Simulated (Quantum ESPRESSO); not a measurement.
Sr4SO3, space group Pm-3m (No. 221):

```
CELL_PARAMETERS angstrom
      5.47901     0.00000     0.00000
      0.00000     5.47901     0.00000
      0.00000     0.00000     5.47901
ATOMIC_POSITIONS crystal
  Sr 0.50000 0.00000 0.00000
  S  0.00000 0.00000 0.00000
  Sr 0.50000 0.50000 0.50000
  O  0.00000 0.50000 0.50000
  Sr 0.00000 0.00000 0.50000
  O  0.50000 0.00000 0.50000
  Sr 0.00000 0.50000 0.00000
  O  0.50000 0.50000 0.00000
```
The cell was made here from a computed Materials Project entry: one of 4 O replaced by S, cell and atoms relaxed (PBE without dispersion, pw.x of a modified build of Quantum ESPRESSO, symmetry kept). The parent is SrO in Fm-3m. The swapped cell is a model, not a known phase. Stability against distortions was not tested.

```tsv
site	Wyckoff letter	site symmetry
Sr1	d	4/mmm
S	a	m-3m
Sr2	b	m-3m
O	c	4/mmm
```

Cores are frozen. Sr had no test against all-electron runs.

Question: Where does symmetry force the field gradient to vanish or to be axial, and what does PBE PAW (JTH datasets; density from pw.x of Quantum ESPRESSO, gradients reconstructed from it by a script) give?

Answer: 
```tsv
site	by symmetry	Vzz (a.u.)	η_Q
Sr1	axial, η = 0 (an axis of order 3 or more)	-0.574	0.00
S	vanishes (cubic site)	0	–
Sr2	vanishes (cubic site)	0	–
O	axial, η = 0 (an axis of order 3 or more)	under 0.02	–
```
